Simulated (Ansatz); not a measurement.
FeCo:
```
CELL_PARAMETERS angstrom
      0.00000     2.83940     2.83940
      2.83940     0.00000     2.83940
      2.83940     2.83940     0.00000
ATOMIC_POSITIONS crystal
  Fe 0.25000 0.25000 0.25000
  Fe 0.00000 0.00000 0.00000
  Co 0.50000 0.50000 0.50000
  Co 0.75000 0.75000 0.75000
```
Starting moments (μB, in the order of the atoms Fe Fe Co Co): 2.7 2.7 1.9 1.9.

Relaxed with PBE. Special points in fractions of this cell's reciprocal vectors: Γ (0.000, 0.000, 0.000); X (0.500, 0.000, 0.500); U (0.625, 0.250, 0.625); K (0.375, 0.375, 0.750); L (0.500, 0.500, 0.500); W (0.500, 0.250, 0.750).

Task: List the band energies nearest the Fermi level at these points for the program Ansatz at the PBE level (PAW).

Result: In eV from the Fermi level; about four levels below and three above (degenerate sets whole), none deeper than 8.9 eV; … stands for higher levels left out; points with the same levels are listed once.

```tsv
k	below	above
Γ ↑	-1.36 -1.36 -0.65 -0.65 -0.65	7.84 7.84 7.84
X ↑	-0.37 -0.37 -0.05 -0.05	6.39 6.39 …
U ↑	-0.79 -0.41 -0.13 -0.12	1.71 6.49 9.44
L ↑	-1.07 -1.07 -0.88 -0.46	6.25 6.25 6.37 6.37
W ↑	-0.20 -0.20 -0.19 -0.19	9.75 9.75 …
Γ ↓	-2.37 -2.37 -2.37 -0.85 -0.85 -0.85	0.47 0.47 1.28 1.28
X ↓	-0.71 -0.71 -0.47 -0.47	0.03 0.03 0.11 0.11
U ↓	-1.22 -1.20 -0.87 -0.22	0.09 0.13 0.62
L ↓	-2.08 -2.08 -1.68 -1.59 -1.59	0.51 0.51 0.58 0.58
W ↓	-1.34 -1.34 -1.32 -1.32	0.09 0.09 0.35 0.35
```

Space group Fd-3m. A made-up cell: these elements were put on the sites of a structure type; neither database checked (COD, Materials Project) lists it. It is not the phase usual at ambient conditions (space group No. 221). The PBE relaxation kept the symmetry of its start; whether a distortion lowers the energy is not shown. The final state is ferromagnetic, chosen from 3 collinear starts compared on coarse meshes (ties went to the first, and starts can fall back to one state), not a proven ground state.

Potentials: the earlier of the program's two PAW sets.
